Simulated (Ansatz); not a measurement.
**From three elastic constants to directional properties of ZnSe2**

All numbers below come from DFT PBEsol, scalar-relativistic, plane waves, PAW (Ansatz 0.2.0). Cutoff 420 eV, 4×4×4 k-points (Γ-centred), fixed occupations. No spin polarisation.

The cell, relaxed at this level:
```xyz
12
Lattice="6.2388 0.0000 0.0000 0.0000 6.2388 0.0000 0.0000 0.0000 6.2388" Properties=species:S:1:pos:R:3 pbc="T T T"
Zn    3.1194    3.1194    0.0000
Zn    3.1194    0.0000    3.1194
Zn    0.0000    3.1194    3.1194
Zn    0.0000    0.0000    0.0000
Se    0.6861    5.5528    2.4334
Se    5.5528    2.4334    0.6861
Se    2.4334    0.6861    5.5528
Se    3.8055    3.8055    3.8055
Se    5.5528    0.6861    3.8055
Se    0.6861    3.8055    5.5528
Se    3.8055    5.5528    0.6861
Se    2.4334    2.4334    2.4334
```

With ions relaxed, on the cubic axes: C11 = 95.3, C12 = 55.1, C44 = 39.4 GPa. The density is 6.108 g/cm³.

Question: Is the crystal stable against strain, and how anisotropic is it?

Answer: Born's conditions hold: C11 + 2C12 = 205.6, C11 − C12 = 40.2 and C44 = 39.4 GPa are all positive. B = (C11 + 2C12)/3 = 68.5 GPa. The two shear moduli are C44 and C′ = (C11 − C12)/2 = 20.1 GPa, so Zener's ratio is A = C44/C′ = 1.96: the tetragonal shear C′ is the soft one, as in many fcc and bcc metals and zincblende crystals. The Cauchy pressure C12 − C44 is 15.8 GPa; it would vanish for pair forces between atoms on inversion centres at zero pressure, and a positive value is usual with metallic or many-body binding, and where atoms off inversion centres relax under shear, which lowers C44.

Question: Give the sound speeds along the three symmetry directions.

Answer: The Christoffel equation gives ρv² for each branch:
| direction | branch | ρv² | GPa | v (m/s) |
| --- | --- | --- | --- | --- |
| [100] | L | C11 | 95.3 | 3950 |
| [100] | T (×2) | C44 | 39.4 | 2538 |
| [110] | L | (C11 + C12 + 2C44)/2 | 114.6 | 4331 |
| [110] | T, u ∥ [001] | C44 | 39.4 | 2538 |
| [110] | T, u ∥ [1-10] | (C11 − C12)/2 | 20.1 | 1814 |
| [111] | L | (C11 + 2C12 + 4C44)/3 | 121.0 | 4450 |
| [111] | T (×2) | (C11 − C12 + C44)/3 | 26.5 | 2083 |

Question: How does Young's modulus depend on direction?

Answer: Inverting gives S11 = 18.210, S12 = -6.672, S44 = 25.413 TPa⁻¹. Along a unit vector (l, m, n), 1/E = S11 − 2(S11 − S12 − S44/2)(l²m² + m²n² + n²l²), where the last bracket is 0, 1/4 and 1/3 for [100], [110] and [111]: E = 55, 82 and 99 GPa. With A > 1 the body diagonal is stiffest. For a film on (001), the biaxial modulus is C11 + C12 − 2C12²/C11 = 87 GPa and the normal strain is −2C12/C11 = -1.16 times the in-plane one.

Cost: 2 runs of about 35 core-minutes in all, on Arm Neoverse V2, Intel Xeon Processor @ 2.70GHz (shared hosts).